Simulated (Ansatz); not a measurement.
BC$_{5}$:
Space group I-4m2 (No. 119); a = 2.5013 Å, b = 2.5013 Å, c = 11.3491 Å, α = 90.00°, β = 90.00°, γ = 90.00°

| atom | site | symmetry | x | y | z |
|---|---|---|---|---|---|
| B | 2c | -4m2 | 0.0000 | 0.5000 | 0.2500 |
| C | 4e | 2mm. | 0.0000 | 0.0000 | 0.1561 |
| C | 2b | -4m2 | 0.0000 | 0.0000 | 0.5000 |
| C | 4f | 2mm. | 0.5000 | 0.0000 | 0.0800 |
(The calculation used a cell of 6 atoms; values per cell refer to that cell.)

Relaxed at zero pressure with DFT-PBEsol in the program Ansatz with PAW potentials.

Question: The volume is lowered by 3 % and shape and atoms relax at that volume. What pressure results, and how do the axes share the change?

Answer: 12.6 GPa; a -1.0 %, b -1.0 %, c -0.9 %; the energy rises by 7 meV/atom.

Question: Give the new structure.

Answer: 
Space group I-4m2 (No. 119); a = b = 2.4751 Å, c = 11.2420 Å, α = β = γ = 90.00°

```tsv
atom	site	symmetry	x	y	z
B	2c	-4m2	0.0000	0.5000	0.2500
C	4e	2mm.	0.0000	0.0000	0.1563
C	2b	-4m2	0.0000	0.0000	0.5000
C	4f	2mm.	0.5000	0.0000	0.0801
```

The phase is kept; no other phase was compared at this pressure.

The workflow started from a Materials Project entry (that database holds measured and hypothetical structures alike); the Crystallography Open Database copy checked does not list it. Whether it is the stable phase at ambient conditions was not checked. Symmetry was held in the PBEsol relaxation; its stability against distortions is not shown here.

Potentials: the later of the program's two PAW sets.
